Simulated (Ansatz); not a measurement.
**PbBrF single point**

The input, for Ansatz 0.2.0 (plane waves, PAW):

```yaml
crystal:
  lattice:
    - [4.213383, 0.0, 0.0]
    - [0.0, 4.213383, 0.0]
    - [0.0, 0.0, 7.650617]
  atoms:
    - { symbol: Pb, position: [0.0, 0.5, 0.195] }
    - { symbol: Pb, position: [0.5, 0.0, 0.805] }
    - { symbol: Br, position: [0.0, 0.5, 0.65] }
    - { symbol: Br, position: [0.5, 0.0, 0.35] }
    - { symbol: F, position: [0.5, 0.5, 0.0] }
    - { symbol: F, position: [0.0, 0.0, 0.0] }
  symmetry: { tolerance: 0.0003 }
kpoints:
  mp_grid: { grid: [6, 6, 4], shift: [0, 0, 0] }
  band_path:
    path:
      - [0.0, 0.0, 0.0]
      - [0.0, 0.5, 0.0]
      - [0.5, 0.5, 0.0]
      - [0.0, 0.0, 0.0]
      - [0.0, 0.0, 0.5]
      - [0.0, 0.5, 0.5]
      - [0.5, 0.5, 0.5]
      - [0.0, 0.0, 0.5]
    npoints: 7
magnetization:
  spin_polarized: false
scf:
  occupations: { method: fermi_dirac }
  lower_state_search: "off"
  max_iter: 200
hamiltonian:
  pseudopotentials: { kind: paw }
  xc: r2scan
basis:
  ecutwfc: 500
  fft_grid_basis: typed
output:
  forces: true
  stress: true
  eigenvalues: true
  bader: true
  populations: true
  elf: true
  write_potential: true
  volumetric_format: npy
  dos:
    e_range: [-12, 8]
    de: 0.05
    projected: { site_lists: { Br: [Br], F: [F], Pb: [Pb] } }
checkpoint:
  read: saved_state
```

The saved state is an earlier solution for the same cell, perhaps on another mesh. 

Excerpt of what it printed:

```
SCF iter   1: F=-31052.2796 eV  Δρ=4.48e-4  dr2=5.97e-4  dr2_τ=2.99e-4
SCF iter   2: F=-31052.2800 eV  Δρ=2.07e-4  dr2=7.59e-5  dr2_τ=1.72e-5
SCF iter   3: F=-31052.2800 eV  Δρ=7.63e-5  dr2=8.46e-6  dr2_τ=1.52e-6
SCF iter   4: F=-31052.2800 eV  Δρ=4.04e-5  dr2=1.63e-6  dr2_τ=1.52e-7
SCF iter   5: F=-31052.2800 eV  Δρ=1.08e-5  dr2=8.29e-8  dr2_τ=2.08e-8
Free energy (F): -31052.2800 eV
Harris-Foulkes:  -31052.2800 eV  (|F-HF|=3.47e-8)
Internal energy: -31052.2800 eV  (E = F + TS)
E sigma→0 (E₀):  -31052.2800 eV
Entropy (-TS):    0.0000 eV (-0.000 meV/atom)
Fermi energy:    6.9899 eV
--- Per-component energies (eV) ---
  E_band       = -250.5715
  E_kinetic    = 1253.2962
  E_local      = -4426.3031  (includes V_loc(G=0)·N_el)
  E_nonlocal   = 987.2183
  E_hartree    = 1735.0274
  E_xc         = -1079.0612
  E_vxc        = -753.1161  (∫ρ·V_xc dr)
  E_paw        = -25804.4358  (= ΣΔE_a)
  E_vpaw       = -830.6834  (= ΣTr[D̂ρ^β])
  E_aug_tail   = 0.0022  (compensation charges beyond the density's cutoff)
  E_vtau       = 48.9476  (kinetic-family band-sum trace: ∫τ·v_τ [+ j·A + Jᵃ·Aᵃ] dr)
  E_ewald      = -3719.5758
  E_core_change = 1.5518  (= ΣΔE_core)
  E_smearing   =  0.0000  (= −TS)
--- Forces (eV/Å), atoms counted from 1 ---
  atom   1  Pb     0.0000     0.0000    -0.3103
  atom   2  Pb     0.0000     0.0000     0.3103
  atom   3  Br     0.0000     0.0000     0.0262
  atom   4  Br     0.0000     0.0000    -0.0262
  atom   5  F      0.0000     0.0000     0.0000
  atom   6  F      0.0000     0.0000     0.0000
--- Stress (GPa, compression-positive) ---
       -0.9914       0.0000       0.0000
        0.0000      -0.9914       0.0000
        0.0000       0.0000      -0.9588
  P = ⅓ Tr σ = -0.9806 GPa (-9.806 kbar)
--- Löwdin populations: 6 sites ---
  site symbol       q [e]
     0     Pb     13.0427
     1     Pb     13.0427
     2     Br      7.3216
     3     Br      7.3216
     4      F      7.5616
     5      F      7.5616
  spilling = 0.0026 (of n_electrons = 56.0000)
--- Bader charges: 6 sites ---
  site symbol  charge [e]  shift [e]
     0     Pb      1.4536     0.0000
     1     Pb      1.4536     0.0000
     2     Br     -0.6490     0.0000
     3     Br     -0.6490     0.0000
     4      F     -0.8046     0.0000
     5      F     -0.8046     0.0000
```

Origin: a database entry at a rescaled volume.
